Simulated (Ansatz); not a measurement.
Values for one crystal, relaxed and computed with the program Ansatz at the r²SCAN level (PAW); other levels are named.

* **Volume per atom**: 22.64 Å³
* **Electronic character**: metallic (no gap)
* **Formation energy from the elements (no fitted shifts)**: -0.44 eV/atom
* **Density of states at the Fermi level**: 0.30 states/eV per atom (mean over ±0.08 eV)

Which compound is it?
A) Sn2Pt, fluorite or antifluorite type
B) SrAg2, Imma (Sr on 4e, Ag on 8h)
C) MnIr, CsCl type
D) ZnCu, CsCl type

A, Sn2Pt, fluorite or antifluorite type

Space group Fm-3m (fluorite or antifluorite type). The workflow started from a Materials Project entry (that database holds measured and hypothetical structures alike); the Crystallography Open Database files this formula in space group No. 225, but the cells were not matched. Whether it is the stable phase at ambient conditions was not checked. The r²SCAN relaxation kept the symmetry of its start; whether a distortion lowers the energy is not shown. No spin polarisation was allowed. The references are the lowest solids computed at this level, not always the standard phases. Spin–orbit coupling is left out wherever it is not named.

Potentials: the later of the program's two PAW sets.
